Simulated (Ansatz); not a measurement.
CdS:
```xyz
8
Lattice="4.1933 0.0000 0.0000 -2.0967 3.6315 0.0000 0.0000 0.0000 13.6730" Properties=species:S:1:pos:R:3 pbc="T T T"
Cd     0.0000     0.0000     0.0060
Cd     0.0000     0.0000     6.8425
Cd     2.0967     1.2105    10.2579
Cd     0.0000     2.4210     3.4214
S      0.0000     0.0000    11.1103
S      0.0000     0.0000     4.2738
S      2.0967     1.2105     7.6895
S      0.0000     2.4210     0.8530
```

Cartesian axes are those of the cell as given.

Task: Give the high-frequency dielectric tensor and the Born effective charge tensors of the independent atoms from DFPT, plane-wave PAW PBE (Ansatz code).

Result: 
ε∞:
```
6.15  0.00  0.00
0.00  6.15  0.00
0.00  0.00  6.19
```
Z* of atom 1 (Cd), rows: field, columns: displacement, in e:
```
2.19  0.00  0.00
0.00  2.19  0.00
0.00  0.00  2.27
```
Z* of atom 3 (Cd), rows: field, columns: displacement, in e:
```
2.21  0.00  0.00
0.00  2.21  0.00
0.00  0.00  2.22
```
Z* of atom 5 (S), rows: field, columns: displacement, in e:
```
-2.20   0.00   0.00
 0.00  -2.20   0.00
 0.00   0.00  -2.25
```
Z* of atom 7 (S), rows: field, columns: displacement, in e:
```
-2.20   0.00   0.00
 0.00  -2.20   0.00
 0.00   0.00  -2.24
```

Static charges for comparison (Bader): Cd1 +0.86, Cd3 +0.86, S5 -0.86, S7 -0.86 e. Born charges measure polarisation by displacement and can exceed these by far.

Space group P6_3mc. A made-up cell: these elements were put on the sites of a structure type. Its sites differ from those of the usual phase in this space group: another stacking or structure type. The PBE relaxation kept the symmetry of its start; its stability against distortions is not shown here. Scalar-relativistic: spin–orbit coupling is off unless named, which matters more the heavier the elements.

Potentials: the later of the program's two PAW sets.
